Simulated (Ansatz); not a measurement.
## In: energy along a strain

In, Im-3m, a = 3.765 Å (as given, not relaxed at this level: -2.9 GPa). This isn't the element's structure at ambient conditions. Ansatz: LDA, PAW, 420 eV, Γ-centred 18×18×18 mesh on 1 atom, Gaussian smearing 0.15 eV; no spin polarisation. Cell vectors (Å): -1.883 1.883 1.883; 1.883 -1.883 1.883; 1.883 1.883 -1.883. The cell is strained by x per cent times the pattern (0 1 0 0 0 0) in the order xx yy zz yz xz xy (engineering shears), with fractional coordinates held. y is the free energy over the start, V0 = 26.686 Å³/atom.

| x (%) | y (meV/atom) |
| --- | --- |
| -4.00 | ? |
| -3.00 | -11.65 |
| -2.00 | -8.46 |
| -1.00 | -4.55 |
| 0.00 | 0.00 |
| 1.00 | 5.07 |
| 2.00 | 10.65 |
| 3.00 | 16.77 |
| 3.50 | 20.03 |
| 4.00 | 23.41 |

Question: Fit y = c1 x + c2 x² + c3 x³ to the other rows, get the stiffness along the pattern, and predict the missing energy.

Answer: Least squares on the rows shown. y = 4.7921 x + 0.28409 x² − 0.0051071 x³. The clamped-ion stiffness p·C·p = 2 × 2.841 eV × 160.2 / 26.686 Å³ = 34 GPa, which is C22 in these axes (C11 of the cubic crystal) (second derivative at the start, which stands under stress). With a term in x⁴ added, the coefficient of x² becomes 0.2692, 5 % less, which shows how far this figure hangs on the form. At x = -4.00 the fit asked for gives -14.30 meV/atom. The run gave -14.17 meV/atom, so the fit is 0.13 meV/atom too low, a small miss on the scale of the series.